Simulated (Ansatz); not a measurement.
AlN at 35 GPa (stress–strain coefficients): relaxed-ion elastic tensor

Level of theory: Ansatz 0.2.0, DFT LDA, scalar-relativistic, plane waves, PAW. Plane waves to 420 eV; Γ-centred k mesh 12×12×6; fixed occupations. No spin polarisation.

The cell, relaxed at 35 GPa:
```
CELL_PARAMETERS angstrom
2.97217 0.00000 0.00000
-1.48608 2.57397 0.00000
0.00000 0.00000 4.68503
ATOMIC_POSITIONS crystal
Al 0.33333 0.66667 0.99919
Al 0.66667 0.33333 0.49919
N 0.33333 0.66667 0.38581
N 0.66667 0.33333 0.88581
```

The real crystal has changed phase below this pressure.

Q: Give the relaxed-ion elastic constants (GPa, Voigt order xx yy zz yz xz xy, on the axes of the cell above).

A:
C11 = 517.4, C12 = 284.4, C13 = 250.8, C22 = 517.4, C23 = 250.8, C33 = 421.1, C44 = 123.2, C55 = 123.2, C66 = 116.5 GPa; the others vanish.

Q: Is the crystal stable against homogeneous strain?

A: Yes: the least eigenvalue of the tensor is 116.5 GPa.

Q: And the moduli of a polycrystal (Hill averages)?

A: B = 334 GPa, G = 117 GPa, E = 314 GPa, ν = 0.34.

Cost: 1 run of about 3.3 core-minutes, on Intel Xeon Platinum 8259CL (Skylake/Cascade Lake) (shared hosts).